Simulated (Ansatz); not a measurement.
FeSi2 in space group P4/mmm (No. 123; Fe on 1a, Si on 2h), the program Ansatz at the PBEsol level (PAW), all energies at zero smearing, with the estimated change up to a 700 eV cutoff added, with one set of potentials and settings (totals compare only within such a set). Cell of 3 atoms (1 Fe, 2 Si): -5693.362 eV.

| element | reference phase | E (eV/atom) |
|---|---|---|
| Fe | Im-3m, 1 atoms in the cell, spin-polarised | -4448.8520 |
| Si | Fd-3m, 2 atoms in the cell | -621.4920 |

Formation energy per atom, worked out: (-5693.362 − 1×(-4448.8520) − 2×(-621.4920))/3 = -0.509 eV/atom (-49 kJ per mol of atoms), at 0 K, without zero-point energy or fitted corrections.

The workflow started from a Materials Project entry (that database holds measured and hypothetical structures alike); the Crystallography Open Database files this formula in space group No. 123, but the cells were not matched. Whether it is the stable phase at ambient conditions was not checked. Symmetry was held in the PBEsol relaxation; of distortions, only those at the zone centre were tested. The run is not spin-polarised. The references are the lowest solids computed at this level, not always the standard phases.

Potentials: the later of the program's two PAW sets.
